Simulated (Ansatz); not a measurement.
TiO$_{2}$:
Space group I4₁/amd, origin choice 1 (No. 141); a = b = 3.7396 Å, c = 9.4602 Å, α = β = γ = 90.00°

```tsv
atom	site	symmetry	x	y	z
Ti	4a	-4m2	0.0000	0.0000	0.0000
O	8e	2mm.	0.0000	0.0000	0.2079
```
(The calculation used a cell of 6 atoms; values per cell refer to that cell.)

Relaxed with LDA.

Question: Which orbitals make up the states near the band edges in DFT-LDA in the program Ansatz with PAW potentials?

Answer: Top 1 eV of the valence band: O 2p 93 %. Bottom 1 eV of the conduction band: Ti 3d 93 %, O 2p 6 %. Projections are on Löwdin-orthogonalised atomic valence shells; empty p or d shells of many metals are not among them.

Question: Tabulate the density of states.

Answer: States/eV per cell of 6 atoms, in 0.25 eV bins, energy from the valence-band maximum.

| E (eV) | total | O 2p | Ti 3d | O 2s |
|---|---|---|---|---|
| -5.05 | 0.00 | 0.00 | 0.00 | 0.00 |
| -4.80 | 5.97 | 4.18 | 1.38 | 0.02 |
| -4.55 | 4.11 | 2.85 | 1.08 | 0.02 |
| -4.30 | 4.89 | 3.44 | 1.25 | 0.03 |
| -4.05 | 6.72 | 4.74 | 1.76 | 0.03 |
| -3.80 | 8.30 | 6.05 | 1.99 | 0.04 |
| -3.55 | 5.04 | 3.79 | 1.08 | 0.04 |
| -3.30 | 3.71 | 2.64 | 0.96 | 0.03 |
| -3.05 | 3.26 | 2.40 | 0.76 | 0.04 |
| -2.80 | 4.67 | 3.56 | 0.95 | 0.06 |
| -2.55 | 4.39 | 3.42 | 0.84 | 0.04 |
| -2.30 | 5.55 | 4.45 | 0.94 | 0.05 |
| -2.05 | 4.34 | 3.54 | 0.65 | 0.04 |
| -1.80 | 3.89 | 3.28 | 0.45 | 0.04 |
| -1.55 | 4.13 | 3.58 | 0.38 | 0.04 |
| -1.30 | 3.74 | 3.31 | 0.29 | 0.03 |
| -1.05 | 5.50 | 4.92 | 0.42 | 0.03 |
| -0.80 | 6.86 | 6.35 | 0.36 | 0.03 |
| -0.55 | 5.93 | 5.56 | 0.25 | 0.03 |
| -0.30 | 4.22 | 4.00 | 0.17 | 0.01 |
| -0.05 | 0.80 | 0.76 | 0.03 | 0.00 |
| 0.20 | 0.00 | 0.00 | 0.00 | 0.00 |
| 0.45 | 0.00 | 0.00 | 0.00 | 0.00 |
| 0.70 | 0.00 | 0.00 | 0.00 | 0.00 |
| 0.95 | 0.00 | 0.00 | 0.00 | 0.00 |
| 1.20 | 0.00 | 0.00 | 0.00 | 0.00 |
| 1.45 | 0.00 | 0.00 | 0.00 | 0.00 |
| 1.70 | 0.00 | 0.00 | 0.00 | 0.00 |
| 1.95 | 0.00 | 0.00 | 0.00 | 0.00 |
| 2.20 | 0.10 | 0.00 | 0.09 | 0.00 |
| 2.45 | 0.34 | 0.02 | 0.32 | 0.00 |
| 2.70 | 0.78 | 0.06 | 0.71 | 0.00 |
| 2.95 | 2.81 | 0.17 | 2.61 | 0.01 |
| 3.20 | 7.13 | 0.52 | 6.43 | 0.08 |
| 3.45 | 6.27 | 0.65 | 5.41 | 0.09 |
| 3.70 | 12.13 | 1.58 | 10.19 | 0.12 |
| 3.95 | 5.56 | 1.04 | 4.36 | 0.05 |
| 4.20 | 3.34 | 0.82 | 2.42 | 0.03 |
| 4.45 | 4.94 | 1.31 | 3.46 | 0.03 |
| 4.70 | 3.03 | 0.81 | 2.08 | 0.01 |
| 4.95 | 1.53 | 0.43 | 1.00 | 0.00 |
| 5.20 | 0.14 | 0.01 | 0.10 | 0.02 |
| 5.45 | 0.93 | 0.06 | 0.70 | 0.14 |
| 5.70 | 2.66 | 0.27 | 1.94 | 0.35 |
| 5.95 | 2.74 | 0.41 | 1.94 | 0.29 |
| 6.20 | 3.23 | 0.62 | 2.22 | 0.27 |
| 6.45 | 3.87 | 0.88 | 2.58 | 0.25 |
| 6.70 | 3.98 | 1.03 | 2.55 | 0.22 |
| 6.95 | 4.55 | 1.29 | 2.82 | 0.21 |

Space group I4_1/amd (anatase). Symmetry was held in the LDA relaxation; of distortions, only those at the zone centre were tested. The run is not spin-polarised.

Potentials: the earlier of the program's two PAW sets.
